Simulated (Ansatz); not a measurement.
Al2O3:
```xyz
10
Lattice="2.3788 1.3734 4.3308 -2.3788 1.3734 4.3308 0.0000 -2.7468 4.3308" Properties=species:S:1:pos:R:3 pbc="T T T"
Al     0.0000     0.0000     1.9249
Al     0.0000     0.0000    11.0674
Al     0.0000     0.0000     4.5712
Al     0.0000     0.0000     8.4210
O      0.9214     1.3734     7.5788
O     -0.9214    -1.3734     5.4134
O     -1.6501     0.1113     7.5788
O      1.6501    -0.1113     5.4134
O      0.7287    -1.4847     7.5788
O     -0.7287     1.4847     5.4134
```

Cartesian axes are those of the cell as given.

**Question.** Give the high-frequency dielectric tensor and the Born effective charge tensors of the independent atoms from DFPT, DFT-r²SCAN in the program Ansatz with PAW potentials.

**Answer.** 
ε∞:
```
3.07  0.00  0.00
0.00  3.07  0.00
0.00  0.00  3.04
```
Z* of atom 1 (Al), rows: field, columns: displacement, in e:
```
 2.97  -0.03   0.00
 0.03   2.97   0.00
 0.00   0.00   2.95
```
Z* of atom 5 (O), rows: field, columns: displacement, in e:
```
-2.08   0.00   0.00
 0.00  -1.88   0.26
 0.00   0.35  -1.96
```

Static charges for comparison (Bader): Al1 +2.59, O5 -1.73 e. Born charges measure polarisation by displacement and can exceed these by far.

Space group R-3c (corundum). The cell was relaxed with r²SCAN under the symmetry of its start.

Potentials: the earlier of the program's two PAW sets. The files were generated under PBE; for other functionals the program regenerates the frozen cores, and for LDA and PBEsol the local potential too.
